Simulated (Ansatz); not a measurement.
TlSn (L1₀ or tetragonal B2, space group No. 123) under volume change, PBEsol in the plane-wave PAW code Ansatz, shape and atoms relaxed at each volume.

```json
[
 {"V (Å³/atom)": "24.999", "E − E(relaxed) (meV/atom)": "39.2", "P (GPa)": "5.70"},
 {"V (Å³/atom)": "25.824", "E − E(relaxed) (meV/atom)": "15.7", "P (GPa)": "3.49"},
 {"V (Å³/atom)": "26.648", "E − E(relaxed) (meV/atom)": "2.6", "P (GPa)": "1.65"},
 {"V (Å³/atom)": "27.472", "E − E(relaxed) (meV/atom)": "0.0", "P (GPa)": "0.12"},
 {"V (Å³/atom)": "28.296", "E − E(relaxed) (meV/atom)": "1.0", "P (GPa)": "-1.16"},
 {"V (Å³/atom)": "29.120", "E − E(relaxed) (meV/atom)": "9.7", "P (GPa)": "-2.22"},
 {"V (Å³/atom)": "29.944", "E − E(relaxed) (meV/atom)": "23.5", "P (GPa)": "-3.09"}
]
```

Task: What does a third-order Birch–Murnaghan fit give for V₀, B₀ and B′?

Result: V₀ = 27.54 Å³/atom, B₀ = 45.9 GPa, B′ = 5.1.

Space group P4/mmm (L1₀ or tetragonal B2). The workflow started from an entry of the Crystallography Open Database (COD). Whether it is the stable phase at ambient conditions was not checked. The cell keeps a stress of up to 0.3 GPa. Symmetry was held in the PBEsol relaxation; of distortions, only those at the zone centre were tested. Scalar-relativistic: spin–orbit coupling is off unless named, which matters more the heavier the elements.

Potentials: the later of the program's two PAW sets.
